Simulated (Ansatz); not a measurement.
**Relaxation of BeGa17N18**

The calculation used DFT r2SCAN, scalar-relativistic, plane waves, PAW (Ansatz). (500 eV cutoff, 2×2×2 k-mesh, shifted by half a step, Gaussian smearing of 0.01 eV, no spin polarisation)

What was changed: Be on a Ga site (Wyckoff letter b), charge -1, atoms relaxed at the host's cell.

In a supercell of 36 atoms the defect feels its periodic images.

Spin polarisation was left out.

Command:

```bash
ansatz run input.yaml --threads 8 --pin off --max-ram 20480MiB --backend cpu --events-out ev --progress --plain --runs-dir out
```

Input:

```yaml
crystal:
  lattice:
    - [0.0, 5.5132855615, 5.1835829206]
    - [-4.7746453545, -2.7566427807, 5.1835829206]
    - [4.7746453545, -2.7566427807, 5.1835829206]
  atoms:
    - { symbol: Be, position: [0.2775136839, 0.6128310042, 0.6195792282] }
    - { symbol: Ga, position: [0.6061773124, 0.6104187888, 0.282076684] }
    - { symbol: Ga, position: [0.2771012771, 0.2809162563, 0.9406309136] }
    - { symbol: Ga, position: [0.2770018806, 0.9395942205, 0.2820762793] }
    - { symbol: Ga, position: [0.6060539298, 0.2808358635, 0.6117177745] }
    - { symbol: Ga, position: [0.9475001047, 0.6105177052, 0.9406314097] }
    - { symbol: Ga, position: [0.9438533544, 0.277270673, 0.2784410055] }
    - { symbol: Ga, position: [0.6097399982, 0.9431562579, 0.9442258428] }
    - { symbol: Ga, position: [0.9474195061, 0.9394706557, 0.6117177244] }
    - { symbol: Ga, position: [0.5508398969, 0.8842561435, 0.5576296516] }
    - { symbol: Ga, position: [0.8881444203, 0.887811854, 0.2223853558] }
    - { symbol: Ga, position: [0.5509322862, 0.5568778215, 0.8848971651] }
    - { symbol: Ga, position: [0.5543951724, 0.2215615862, 0.2223846273] }
    - { symbol: Ga, position: [0.8944133646, 0.5569647646, 0.5576623512] }
    - { symbol: Ga, position: [0.2234614213, 0.8843485596, 0.8848969829] }
    - { symbol: Ga, position: [0.2234882693, 0.5569049986, 0.2284432131] }
    - { symbol: Ga, position: [0.8882161584, 0.2216331798, 0.8884851446] }
    - { symbol: Ga, position: [0.2235480998, 0.2278303515, 0.5576615158] }
    - { symbol: "N", position: [0.3944370482, 0.7243923373, 0.7363398425] }
    - { symbol: "N", position: [0.7369417333, 0.7350241274, 0.4043332264] }
    - { symbol: "N", position: [0.4016564343, 0.4033500081, 0.0712430245] }
    - { symbol: "N", position: [0.4016073128, 0.0703587472, 0.4043333006] }
    - { symbol: "N", position: [0.7370056871, 0.403390265, 0.7360177061] }
    - { symbol: "N", position: [0.0699327775, 0.7350737476, 0.0712432885] }
    - { symbol: "N", position: [0.0684447598, 0.4018623367, 0.4027347229] }
    - { symbol: "N", position: [0.7354550799, 0.0688721862, 0.0697695767] }
    - { symbol: "N", position: [0.0699730963, 0.0704232056, 0.7360178452] }
    - { symbol: "N", position: [0.3425416748, 0.677292212, 0.3645903827] }
    - { symbol: "N", position: [0.6798685924, 0.6793208963, 0.0141957796] }
    - { symbol: "N", position: [0.3425067731, 0.3614482424, 0.6771901477] }
    - { symbol: "N", position: [0.3459040467, 0.0132858701, 0.0141958379] }
    - { symbol: "N", position: [0.6801997888, 0.3464884128, 0.3474918763] }
    - { symbol: "N", position: [0.02870591, 0.677729727, 0.6721821264] }
    - { symbol: "N", position: [0.0131280471, 0.3465454242, 0.0145868901] }
    - { symbol: "N", position: [0.6798361108, 0.0132534736, 0.6802741018] }
    - { symbol: "N", position: [0.0130709858, 0.0136171558, 0.3474921315] }
  host:
    lattice:
      - [3.183096903, 0.0, 0.0]
      - [-1.5915484515, 2.7566427807, 0.0]
      - [0.0, 0.0, 5.1835829206]
    atoms:
      - { symbol: Ga, position: [0.6666666667, 0.3333333333, 0.4991072756] }
      - { symbol: Ga, position: [0.3333333333, 0.6666666667, 0.9991072756] }
      - { symbol: "N", position: [0.6666666667, 0.3333333333, 0.8758927244] }
      - { symbol: "N", position: [0.3333333333, 0.6666666667, 0.3758927244] }
total_charge: -1
basis:
  ecutwfc: 500
  xc_grid: 3
kpoints:
  mp_grid: { grid: [2, 2, 2], shift: [0.5, 0.5, 0.5] }
hamiltonian:
  xc: r2scan
scf:
  occupations: { method: gaussian, width: 0.01 }
output:
  forces: true
  stress: false
  eigenvalues: true
  charged_corrections:
    defect_position: [0.2774802, 0.61081354, 0.61081354]
    epsilon: [[9.5599, 0.0, 0.0], [0.0, 9.5599, 0.0], [0.0, 0.0, 10.5695]]
relax:
  adjacent_minimum: "off"
  f_tol: 0.025
  max_steps: 45
```

F is the free energy.

Steps:

```csv
step,F − F(1) (eV),largest force component (eV/Å)
1,0.0000,0.921
2,-0.0548,0.442
3,-0.0743,0.017
4,-0.0743,0.017
```

Relaxed structure:

```yaml
crystal:
  lattice:
    - [0.00000, 5.51329, 5.18358]
    - [-4.77465, -2.75664, 5.18358]
    - [4.77465, -2.75664, 5.18358]
  atoms:
    - { symbol: Be, position: [0.27782, 0.61140, 0.61257] }
    - { symbol: Ga, position: [0.60538, 0.61057, 0.28193] }
    - { symbol: Ga, position: [0.27713, 0.28083, 0.93992] }
    - { symbol: Ga, position: [0.27710, 0.93873, 0.28196] }
    - { symbol: Ga, position: [0.60529, 0.28082, 0.61177] }
    - { symbol: Ga, position: [0.94739, 0.61051, 0.93994] }
    - { symbol: Ga, position: [0.94374, 0.27715, 0.27841] }
    - { symbol: Ga, position: [0.60928, 0.94277, 0.94409] }
    - { symbol: Ga, position: [0.94728, 0.93873, 0.61180] }
    - { symbol: Ga, position: [0.55027, 0.88370, 0.55801] }
    - { symbol: Ga, position: [0.88804, 0.88733, 0.22278] }
    - { symbol: Ga, position: [0.55029, 0.55679, 0.88503] }
    - { symbol: Ga, position: [0.55382, 0.22147, 0.22271] }
    - { symbol: Ga, position: [0.89421, 0.55676, 0.55805] }
    - { symbol: Ga, position: [0.22331, 0.88369, 0.88503] }
    - { symbol: Ga, position: [0.22343, 0.55680, 0.22892] }
    - { symbol: Ga, position: [0.88799, 0.22145, 0.88856] }
    - { symbol: Ga, position: [0.22331, 0.22760, 0.55816] }
    - { symbol: N, position: [0.39565, 0.72913, 0.73036] }
    - { symbol: N, position: [0.73706, 0.73521, 0.40464] }
    - { symbol: N, position: [0.40177, 0.40338, 0.07164] }
    - { symbol: N, position: [0.40174, 0.07044, 0.40463] }
    - { symbol: N, position: [0.73696, 0.40340, 0.73647] }
    - { symbol: N, position: [0.06988, 0.73518, 0.07176] }
    - { symbol: N, position: [0.06850, 0.40189, 0.40321] }
    - { symbol: N, position: [0.73539, 0.06882, 0.07012] }
    - { symbol: N, position: [0.06988, 0.07035, 0.73652] }
    - { symbol: N, position: [0.34376, 0.67716, 0.36374] }
    - { symbol: N, position: [0.68015, 0.67932, 0.01461] }
    - { symbol: N, position: [0.34370, 0.36253, 0.67834] }
    - { symbol: N, position: [0.34581, 0.01355, 0.01465] }
    - { symbol: N, position: [0.68034, 0.34656, 0.34772] }
    - { symbol: N, position: [0.02914, 0.67712, 0.67834] }
    - { symbol: N, position: [0.01309, 0.34651, 0.01504] }
    - { symbol: N, position: [0.68001, 0.01347, 0.68051] }
    - { symbol: N, position: [0.01312, 0.01380, 0.34783] }
```

The run converged. It took 88 s on 8 threads of Intel(R) Xeon(R) Processor @ 2.50GHz (Skylake/Cascade Lake) (shared host), peak memory 2.5 GiB.